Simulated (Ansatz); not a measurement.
Na₃RhN₆O₁₂: Coordination and Na-23 quadrupole coupling

Cell: a COD entry, atoms as given.

```cif
data_Na3RhN6O12
_symmetry_space_group_name_H-M 'R-3m:H'
_symmetry_Int_Tables_number 166
_cell_length_a 7.9601
_cell_length_b 7.9601
_cell_length_c 14.8191
_cell_angle_alpha 90.000
_cell_angle_beta 90.000
_cell_angle_gamma 120.000
loop_
_atom_site_label
_atom_site_type_symbol
_atom_site_symmetry_multiplicity
_atom_site_Wyckoff_symbol
_atom_site_fract_x
_atom_site_fract_y
_atom_site_fract_z
Na1 Na 3 b 0.0000 0.0000 0.5000
Na2 Na 6 c 0.0000 0.0000 0.2657
Rh Rh 3 a 0.0000 0.0000 0.0000
N N 18 h 0.7917 0.5833 0.4090
O11 O 18 h 0.7909 0.5817 0.4921
O17 O 18 h 0.8715 0.7430 0.3697
```

One atom of each set is listed; the run and its k-mesh use a cell of 22 atoms with edges of 6.75, 6.75, 6.75 Å.

All values are calculated (Ansatz; DFT, PBE, plane waves and PAW, scalar-relativistic, 420 eV cutoff, Γ-centred 4×4×4 k-points, Fermi–Dirac smearing 0.02 eV), not measured.

Q(Na-23) = 104.0 mb.

(1) Order the Na environments from the weakest to the strongest quadrupole coupling.
A. Na2: 6 O at 2.33–2.35 Å
B. Na1: 12 O at 2.62–2.89 Å

Answers

(1) B (0.616 MHz, η = 0.00), A (2.05 MHz, η = 0.00).

An axis of threefold or higher order runs through Na1 and Na2, so V_zz lies along it and η is zero. Like point charges on the first shell alone (each adding as 1/d³) would give the same order.

The largest force is 0.4 eV/Å, so the atoms aren't at the calculated equilibrium and relaxing them would move these values.
